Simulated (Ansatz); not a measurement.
Data:

Ca3GeO (anti-perovskite)

```cif
data_Ca3GeO
_chemical_formula_sum 'Ca3 Ge1 O1'
_space_group_name_H-M_alt 'Pm-3m'
_space_group_IT_number 221
_space_group_name_Hall '-P 4 2 3'
_cell_length_a 4.67028
_cell_length_b 4.67028
_cell_length_c 4.67028
_cell_angle_alpha 90.000
_cell_angle_beta 90.000
_cell_angle_gamma 90.000
loop_
_atom_site_label
_atom_site_type_symbol
_atom_site_symmetry_multiplicity
_atom_site_Wyckoff_symbol
_atom_site_fract_x
_atom_site_fract_y
_atom_site_fract_z
_atom_site_occupancy
Ca1 Ca 3 c 0.00000 0.50000 0.50000 1
Ge1 Ge 1 a 0.00000 0.00000 0.00000 1
O1 O 1 b 0.50000 0.50000 0.50000 1
```

The volume is varied about the relaxed value V₀ at fixed cell shape. Symmetry pins the atoms to their sites.

All values below come from PBEsol (plane waves to 420 eV, PAW, scalar-relativistic; Ansatz, a quantum-chemistry and plane-wave program). k mesh 10×10×10 (Γ-centred), Fermi-Dirac smearing 0.05 eV. E stands for the smeared free energy. Stress and pressure are positive under compression. At this level the bands of Ca3GeO touch or barely overlap. Ca3GeO was relaxed with its symmetry unable to fall. ΔE is measured from the relaxed starting cell.

The scan covers V/V₀ from 0.900 to 1.100 in 11 points.

Q: What pressure does the cell carry at V/V₀ = 0.900?

A: 8.3 GPa.

Q: What is ΔE at V/V₀ = 0.900?

A: 48 meV/atom.

Q: What is ΔE at V/V₀ = 1.100?

A: 34 meV/atom.

(Under strain, the slope of the energy per volume gives the stress and its curvature an elastic modulus.)
